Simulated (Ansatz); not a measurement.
Relaxation of a relaxed Al2Cu cell, doubled along one cell vector, shaken by Gaussian noise of σ = 0.08 Å a coordinate; 6 atoms in the cell, which starts as P1 (No. 1), aP6; a = 4.0550 Å, b = 4.0550 Å, c = 7.0234 Å, α = 73.22°, β = 73.22°, γ = 60.00°. The numbers are results of r2SCAN (plane waves to 500 eV, PAW, scalar-relativistic; Ansatz, a first-principles code), not measurements. Γ-centred k-mesh 10×10×5 on the run's cell (coarser than for final values), Fermi–Dirac smearing 0.05 eV. This is the first round of the run. 

The optimiser's lines from the output (shortened; P is positive under compression):

```
relax step   1: F+E_penalty+E_count = -15425.00159564 eV  Δ(F+E_penalty+E_count) = +0.000e0 eV  max|allowed force component| = 1.785e0 eV/Å  Δτ_max = 0.0000 Å  P = +1.673 GPa  Ω = 94.292 Å³  (10 SCF iters, dr2 threshold 1.00e-7 eV, accepted)
relax step   2: F+E_penalty+E_count = -15425.28508582 eV  Δ(F+E_penalty+E_count) = -2.835e-1 eV  max|allowed force component| = 1.020e0 eV/Å  Δτ_max = 0.1054 Å  P = +1.088 GPa  Ω = 93.796 Å³  (9 SCF iters, dr2 threshold 6.00e-7 eV, accepted)
relax step   3: F+E_penalty+E_count = -15425.39573789 eV  Δ(F+E_penalty+E_count) = -1.107e-1 eV  max|allowed force component| = 2.022e-2 eV/Å  Δτ_max = 0.0895 Å  P = -0.153 GPa  Ω = 94.458 Å³  (9 SCF iters, dr2 threshold 6.00e-7 eV, accepted)
relax step   4: F+E_penalty+E_count = -15425.39695486 eV  Δ(F+E_penalty+E_count) = -1.217e-3 eV  max|allowed force component| = 8.647e-4 eV/Å  Δτ_max = 0.0046 Å  P = +0.007 GPa  Ω = 94.316 Å³  (7 SCF iters, dr2 threshold 6.00e-7 eV, accepted)
relax step   5: F+E_penalty+E_count = -15425.39696026 eV  Δ(F+E_penalty+E_count) = -5.400e-6 eV  max|allowed force component| = 1.016e-3 eV/Å  Δτ_max = 0.0000 Å  P = +0.007 GPa  Ω = 94.316 Å³  stress off target by 1.37e-2 GPa  SCF on the basis re-selected at this cell (its energy is not comparable with the rows above)  (8 SCF iters)
```

From the first to the last row the energy changes by -0.07 eV/atom and the volume by 0.0 %. The last row is marked as not comparable with the walk above it, whose basis was carried along; it does compare with step 1, since both stand on a basis selected at the nominal cutoff for their own cell.

Later rounds, restarted from the end of this one on a renewed k-mesh, logged 3 more steps and released under 0.01 eV/atom more. The final structure after all rounds: Fm-3m (No. 225), cF12, AFLOW prototype AB2_cF12_225_a_c (C1, as in CaF2); a = 5.7345 Å, b = 5.7345 Å, c = 5.7345 Å, α = 90.00°, β = 90.00°, γ = 90.00°. No spin polarisation in the result.

The relaxed structure here is a generated cell of Al2Cu: the first start was made by placing the elements on the sites of a structure type, and the end was not matched to a known phase here, so it may be hypothetical. Known forms of Al2Cu include space group No. 140.
